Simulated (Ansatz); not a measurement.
## Al6CoNi5 (P4/mmm) at 2 levels of theory

One geometry, relaxed with PBE; plane waves with PAW potentials in Ansatz, scalar-relativistic. Collinear spin, ending at -0.3 μB a primitive cell. Gaps are the least over mesh and band path; pressure is positive in compression.

Space group P4/mmm (No. 123). a = 2.885 Å, b = 2.885 Å, c = 17.353 Å, α = 90.00°, β = 90.00°, γ = 90.00°
```tsv
atom	site	symmetry	x	y	z
Al	2g	4mm	0.0000	0.0000	0.5814
Al	2g	4mm	0.0000	0.0000	0.7492
Al	2g	4mm	0.0000	0.0000	0.9162
Ni	2h	4mm	0.5000	0.5000	0.6653
Ni	2h	4mm	0.5000	0.5000	0.8325
Ni	1c	4/mmm	0.5000	0.5000	0.0000
Co	1d	4/mmm	0.5000	0.5000	0.5000
```

```csv
level,cutoff (eV),k mesh,gap (eV),pressure (GPa),largest moment (μB)
PBE,420,14×14×4,0,0.0,0.34
```

What comes out on the same cell with LDA?

```tsv
level	cutoff (eV)	k mesh	gap (eV)	pressure (GPa)	largest moment (μB)
LDA	420	14×14×4	0	-10.5	0.12
```

The cell was found from a structure generator's guess, not taken from experiment.
